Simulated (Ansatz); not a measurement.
CaCd2As2 in space group P-3m1 (No. 164; Ca on 1a, Cd on 2d, As on 2d), r²SCAN (plane waves, PAW; program Ansatz). The conduction-band minimum lies at Γ, with 1 equivalent valley. Second derivatives d²E/dk² of the lowest band at one valley (eV·Å²), along Cartesian directions:

```
direction  d²E/dk²
---------  -------
[100]        115.7
[010]        115.7
[001]        55.00
[110]        115.7
[101]        85.65
[011]        85.64
```

Question: Find the principal effective masses, the density-of-states mass and the conductivity mass.

Answer: Off-diagonal terms follow from H_xy = H[110] − (H_xx + H_yy)/2, and m*/mₑ = 7.620 eV·Å² over each eigenvalue: 0.066, 0.066, 0.14. One valley's DOS mass (m₁m₂m₃)^(1/3) = 0.084, conductivity mass 3/(Σ 1/mᵢ) = 0.080 mₑ.

Question: What effective density of states Nc follows at 300 K for parabolic valleys?

Answer: Nc = 2.509e19 × 1 × (0.084)^(3/2) ≈ 6.1e17 cm⁻³.

The first step of the workflow began from a Materials Project structure, measured or hypothetical; the Crystallography Open Database files this formula in space group No. 164, but the cells were not matched. Whether it is the stable phase at ambient conditions was not checked. The cell was relaxed with r²SCAN under the symmetry of its start; its stability against distortions is not shown here. Spin–orbit coupling is left out wherever it is not named.

Potentials: the later of the program's two PAW sets.

Edges and masses are those of Kohn–Sham bands, whose gap is no quasiparticle gap.
